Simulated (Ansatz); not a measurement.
Sb (simple cubic)

```yaml
crystal:
  lattice:
    - [3.08353, 0.00000, 0.00000]
    - [0.00000, 3.08353, 0.00000]
    - [0.00000, 0.00000, 3.08353]
  atoms:
    - { symbol: Sb, position: [0.00000, 0.00000, 0.00000] }
```

The slice is a {100} plane (indices of the conventional cell) through the point (0.000, 0.000, 0.000) (fractional), spanned by u = [100] and v = [010] in vectors of this cell: u (3.08 Å) and v (3.08 Å, at 90° to u). It covers one period; positions are fractions (u, v).

Method: r2SCAN (plane waves to 500 eV, PAW, scalar-relativistic; Ansatz, a first-principles code). k mesh 15×15×15. Inside the PAW spheres the values are not all-electron values, and peaks at nuclei hang on which shells count as valence. Sb was relaxed with its symmetry unable to fall. Spin-orbit coupling is left out, though Sb is heavy. This is one of several known forms of Sb; the measured ambient cells at hand have space group No. 166.

Problem. What is the valence density on the shortest Sb–Sb line in this plane (3.08 Å), at its midpoint?

Solution. 0.27 e/Å³.

Problem. The ELF has a maximum in the middle third of the Sb–Sb line. Where, and how high?

Solution. 0.59, 1.5 Å from Sb.

Problem. Sketch the electrostatic potential energy of an electron, from the cell's mean on this plane as a map.

Solution. 
```
|xxxxxxxxxxx  :=+++=:  xxxxxxxxxx|
|xxxxxxxxxxx  :=+++=:  xxxxxxxxxx|
|xxxxxxxxxx   :=+*+=:   xxxxxxxxx|
|xxxxxxxxxx   -+***+-   xxxxxxxxx|
|xxxxxxxxxx  :=+***+=:  xxxxxxxxx|
|xxxxxxxxx   -+**#**+-   xxxxxxxx|
|xxxxxxxx   :=+*###*+=:   xxxxxxx|
|xxxxxxx   .-+*##%##*+-.   xxxxxx|
|xxxxxx   .-+*##%%%##*+-.   xxxxx|
|xxx     .-=*##%%%%%##*=-.     xx|
|       :-+*##%%@@@%%##*+-:      |
|     :-=+*##%%@@@@@%%##*+=-:    |
|.:::-=++*##%%@@@@@@@%%##*++=-:::|
|====++**##%%@@@@@@@@@%%##**++===|
|++++***##%%@@@@@@@@@@@%%##***+++|
|+++***##%%%@@@@@@@@@@@%%%##***++|
|++++***##%%@@@@@@@@@@@%%##***+++|
|====++**##%%@@@@@@@@@%%##**++===|
|.:::-=++*##%%@@@@@@@%%##*++=-:::|
|     :-=+*##%%@@@@@%%##*+=-:    |
|       :-+*##%%@@@%%##*+-:      |
|xxx     .-=*##%%%%%##*=-.     xx|
|xxxxxx   .-+*##%%%##*+-.   xxxxx|
|xxxxxxx   .-+*##%##*+-.   xxxxxx|
|xxxxxxxx   :=+*###*+=:   xxxxxxx|
|xxxxxxxxx   -+**#**+-   xxxxxxxx|
|xxxxxxxxxx  :=+***+=:  xxxxxxxxx|
|xxxxxxxxxx   -+***+-   xxxxxxxxx|
|xxxxxxxxxx   :=+*+=:   xxxxxxxxx|
|xxxxxxxxxxx  :=+++=:  xxxxxxxxxx|
|xxxxxxxxxxx  :=+++=:  xxxxxxxxxx|
|xxxxxxxxxxx  .=+++=.  xxxxxxxxxx|
```
Scale: ten equal steps from -2.00 (start of ' ') to 6.74 (end of '@'), in the order ' .:-=+*#%@'. Values: electrostatic potential energy of an electron, from the cell's mean, in eV. The map has 32 points along u (one character each, u = 0 at the left) and 32 along v (v = 0 in the bottom row). Points within 1 Å of a nucleus are blanked (x), as the pseudised field means little there. Values under -2 eV are set to -2. The zero, the cell's mean, hangs on the PAW cores.
